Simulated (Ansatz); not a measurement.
Data:

IrPt:
```cif
data_IrPt
_chemical_formula_sum 'Ir1 Pt1'
_space_group_name_H-M_alt 'Pm-3m'
_space_group_IT_number 221
_space_group_name_Hall '-P 4 2 3'
_cell_length_a 3.11083
_cell_length_b 3.11083
_cell_length_c 3.11083
_cell_angle_alpha 90.000
_cell_angle_beta 90.000
_cell_angle_gamma 90.000
loop_
_atom_site_label
_atom_site_type_symbol
_atom_site_symmetry_multiplicity
_atom_site_Wyckoff_symbol
_atom_site_fract_x
_atom_site_fract_y
_atom_site_fract_z
_atom_site_occupancy
Ir1 Ir 1 a 0.00000 0.00000 0.00000 1
Pt1 Pt 1 b 0.50000 0.50000 0.50000 1
```

This is the r²SCAN-relaxed structure.

Question: All from r²SCAN (plane waves, PAW; program Ansatz), unless another level is named. Predict the bulk modulus (Birch–Murnaghan fit).

Answer: 299 GPa.

Question: Next, the elastic constants (relaxed ions, GPa)?

Answer: C11 = 85.8, C12 = 407, C44 = 211.

The start of the workflow was typed in or built on a structure type; neither database checked (COD, Materials Project) lists it. Its standing as an ambient phase is unchecked. Symmetry was held in the r²SCAN relaxation. At this level the phase is mechanically unstable. The run is not spin-polarised. Its formation energy is positive at this level, so the cell may be metastable or incomplete. As this level gives no gap, shear constants depend on the k-mesh and smearing (Fermi–Dirac, 0.1 eV here). Spin–orbit coupling is left out wherever it is not named.

Potentials: the earlier of the program's two PAW sets.
